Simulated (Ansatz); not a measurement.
Input and command of a plane-wave DFT calculation in Ansatz:

```yaml
crystal:
  lattice:
    - [-3.0640472894, 0.0, 0.0]
    - [-1.5320236447, -2.653542791, 0.0]
    - [0.0, 0.0, 16.6185180878]
  atoms:
    - { symbol: Ti, position: [0.3333333333, 0.3333333333, 0.5405635128] }
    - { symbol: Ti, position: [0.6666666667, 0.6666666667, 0.0856938906] }
    - { symbol: Ti, position: [0.6666666667, 0.6666666667, 0.8240453538] }
    - { symbol: Ti, position: [0.3333333333, 0.3333333333, 0.3691757316] }
    - { symbol: Ti, position: [0.0, 0.0, 0.6823044333] }
    - { symbol: Ti, position: [0.0, 0.0, 0.2274348111] }
    - { symbol: C, position: [0.6666666667, 0.6666666667, 0.6042148073] }
    - { symbol: C, position: [0.3333333333, 0.3333333333, 0.1493451852] }
    - { symbol: C, position: [0.6666666667, 0.6666666667, 0.305524437] }
    - { symbol: C, position: [0.3333333333, 0.3333333333, 0.7603940592] }
basis:
  ecutwfc: 500
kpoints:
  mp_grid: { grid: [14, 14, 3] }
hamiltonian:
  xc: r2scan
scf:
  occupations: { method: gaussian, width: 0.15 }
output:
  forces: true
  stress: true
  eigenvalues: true
```

```bash
ansatz run input.yaml --threads 2 --pin off --max-ram 5120MiB --backend cpu --events-out ev --progress --plain --runs-dir out
```

Processor: Intel(R) Xeon(R) Processor @ 2.50GHz (Skylake/Cascade Lake), 2 threads, on a host shared with other jobs.

**Question.** Estimate time, memory and problem size.

**Answer.** About 63 s on 2 threads of Intel(R) Xeon(R) Processor @ 2.50GHz (Skylake/Cascade Lake) (shared host), peak memory 0.83 GiB. It solves 54 bands at 48 k points (the mesh reduced by symmetry) with about 3493 plane waves, in 13 SCF iterations.
